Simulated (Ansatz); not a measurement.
VSi2 in space group P6_222 (No. 180; V on 3d, Si on 6j), LDA (plane waves, PAW; program Ansatz), all energies at zero smearing, with the estimated change up to a 700 eV cutoff added, with one set of potentials and settings (totals compare only within such a set). Cell of 9 atoms (3 V, 6 Si): -12238.480 eV.

| element | reference phase | E (eV/atom) |
|---|---|---|
| V | Im-3m, 1 atoms in the cell | -2860.4601 |
| Si | Fd-3m, 2 atoms in the cell | -608.6481 |

Formation energy per atom, worked out: (-12238.480 − 3×(-2860.4601) − 6×(-608.6481))/9 = -0.579 eV/atom (-56 kJ per mol of atoms), at 0 K, without zero-point energy or fitted corrections.

The LDA relaxation kept the symmetry of its start. The run is not spin-polarised. The references are the lowest solids computed at this level, not always the standard phases.

Potentials: the later of the program's two PAW sets.
